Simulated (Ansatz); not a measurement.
# Step by step: Ag, atoms shaken at random, then relaxed with the cell

All numbers below come from DFT, LDA, all-electron LAPW, scalar-relativistic in Ansatz 0.2.0.

Command: `ansatz run input.yaml --threads 1 --pin off --max-ram 2048MiB --backend cpu --events-out ev --progress --plain --runs-dir out` The run took 2.6 min on 1 thread of Arm Neoverse V2 (shared host).

```yaml
crystal:
  lattice:
    - [2.93, 0.0, 0.0]
    - [-1.465, 2.5374544331, 0.0]
    - [0.0, 0.0, 4.79]
  atoms:
    - { symbol: Ag, position: [0.3065772933, 0.6877596967, 0.27042034] }
    - { symbol: Ag, position: [0.6785102567, 0.3834255733, 0.75702979] }
kpoints:
  mp_grid: { grid: [9, 9, 5] }
scf:
  occupations: { method: fermi_dirac, width: 0.05 }
hamiltonian:
  xc: lda
  pseudopotentials: { kind: all_electron, lapw: { basis_error: 0.001 } }
output:
  forces: true
  stress: true
relax:
  f_tol: 0.01
  max_steps: 80
  cell: {}
```

The geometry is COD entry 1509145, unchecked; take it as a test cell. The listed cell was then made from it by scaling, straining or moving an atom.

Each frame lists the cell vectors (Å), then Cartesian positions (Å) and forces (eV/Å). Free energies count from the first step, -289047.9732 eV.

The walk took 5 evaluations in all; steps that aren't listed are left out.

Step 1: E = 0.0 meV, P = -10.77 GPa

```
cell 2.9300 0.0000 0.0000 -1.4650 2.5375 0.0000 0.0000 0.0000 4.7900
Ag   -0.1093    1.7452    1.2953     0.066   0.057  -0.247
Ag    1.4263    0.9729    3.6262    -0.066  -0.057   0.247
```

Step 2:

```
cell 2.7976 0.0039 0.0007 -1.3955 2.4132 0.0000 0.0012 0.0008 4.6013
Ag   -0.0840    1.6774    1.2009
Ag    1.3463    0.9121    3.5274
```

Step 3: E = -153.9 meV, P = -0.29 GPa

```
cell 2.8170 0.0010 -0.0011 -1.4077 2.4369 -0.0004 -0.0017 -0.0018 4.6716
Ag   -0.0741    1.7078    1.2312     0.006   0.006   0.002
Ag    1.3395    0.9016    3.5672    -0.006  -0.006  -0.002
```

Question: Give the energy and forces of step 2.

Answer: E = -137.5 meV, P = 4.51 GPa
```
Ag   -0.0840    1.6774    1.2009     0.042   0.044   0.209
Ag    1.3463    0.9121    3.5274    -0.042  -0.044  -0.209
```

Question: How does the relaxation end?

Answer: It converges, with a = 2.816 Å, b = 2.816 Å, c = 4.660 Å, α = 90.00°, β = 90.00°, γ = 120.00° for the cell as listed; within 0.05 Å it has space group P6_3/mmc; smaller departures are within what the tolerances leave open. The last solve (on a basis chosen afresh for the final cell, so its energy is not quite comparable) gives E = -154.1 meV, P = 0.00 GPa:
```
cell 2.8164 0.0001 0.0000 -1.4081 2.4389 0.0000 0.0000 0.0000 4.6597
Ag   -0.0713    1.7126    1.2289     0.000   0.000   0.000
Ag    1.3373    0.9001    3.5587     0.000   0.000   0.000
```
